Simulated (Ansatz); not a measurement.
PdF4 (space group Fdd2)

```xyz
10
Lattice="0.0000 4.6551 2.9733 4.6083 0.0000 2.9733 4.6083 4.6551 0.0000" Properties=species:S:1:pos:R:3 pbc="T T T"
Pd     4.6083     4.6551     4.3896
Pd     6.9125     6.9827     5.8762
F      7.8979     6.0742     4.6101
F      5.9270     7.8912     4.6101
F      3.6228     3.7466     3.1235
F      5.5938     5.5636     3.1235
F      0.9774     5.5567     2.9385
F      8.2393     3.7535     2.9385
F      1.3268     3.2291     1.4519
F      3.2815     1.4260     1.4519
```

The slice is a (-1 0 1) plane (indices of the conventional cell) through the point (0.447, 0.041, 0.247) (fractional), spanned by u = [1 0 -1] and v = [1 -1 1] in vectors of this cell: u (5.48 Å) and v (9.31 Å, at 90° to u). It covers one period; positions are fractions (u, v).

Computed with PBEsol (plane waves to 420 eV, PAW, scalar-relativistic; Ansatz, a program for electronic structure). k mesh 8×8×8. These are valence fields of a PAW run, semicore shells included where kept as valence: close to a nucleus they are smooth pseudo fields. PdF4 is run without spin polarisation and with no Hubbard U. PdF4 was relaxed with its symmetry unable to fall.

Question: Sketch the electron localisation function (ELF) on this plane as a map.

Answer: 
| v \ u | 0.00 | 0.17 | 0.33 | 0.50 | 0.67 | 0.83 |
|---|---|---|---|---|---|---|
| 0.90 | 0.51 | 0.07 | 0.01 | 0.09 | 0.43 | 0.22 |
| 0.80 | 0.01 | 0.05 | 0.02 | 0.04 | 0.14 | 0.06 |
| 0.70 | 0.00 | 0.09 | 0.02 | 0.03 | 0.02 | 0.01 |
| 0.60 | 0.61 | 0.11 | 0.30 | 0.82 | 0.67 | 0.03 |
| 0.50 | x | 0.77 | 0.19 | 0.82 | 0.56 | 0.43 |
| 0.40 | 0.47 | 0.10 | 0.00 | 0.01 | 0.01 | 0.02 |
| 0.30 | 0.02 | 0.12 | 0.03 | 0.01 | 0.14 | 0.02 |
| 0.20 | 0.07 | 0.14 | 0.20 | 0.03 | 0.01 | 0.02 |
| 0.10 | 0.34 | 0.36 | 0.14 | 0.78 | 0.50 | 0.06 |
| 0.00 | x | 0.44 | 0.30 | 0.79 | 0.13 | 0.35 |

Values: electron localisation function (ELF). Points within 0.4 Å of a nucleus are blanked (x), as the pseudised field means little there.
